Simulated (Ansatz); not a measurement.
NiSe (NiAs type, P6_3/mmc), a = 3.6214 Å, b = 3.6214 Å, c = 5.0343 Å, α = 90.00°, β = 90.00°, γ = 120.00°.

This is the LDA-relaxed structure.

### Question
All from plane-wave PAW LDA (Ansatz code), unless another level is named. Give the electronic character.

### Answer
metallic (no gap).

### Question
Next, the formation energy from the elements (no fitted shifts)?

### Answer
-0.31 eV/atom.

### Question
Next, the density of states at the Fermi level?

### Answer
0.55 states/eV per atom (mean over ±0.08 eV).

The workflow started from a Materials Project entry (that database holds measured and hypothetical structures alike); the Crystallography Open Database files this formula in space group No. 194, but the cells were not matched. Whether it is the stable phase at ambient conditions was not checked. The LDA relaxation kept the symmetry of its start; of distortions, only those at the zone centre were tested. No spin polarisation was allowed. The references are the lowest solids computed at this level, not always the standard phases. Scalar-relativistic: spin–orbit coupling is off unless named, which matters more the heavier the elements.

Potentials: the later of the program's two PAW sets.
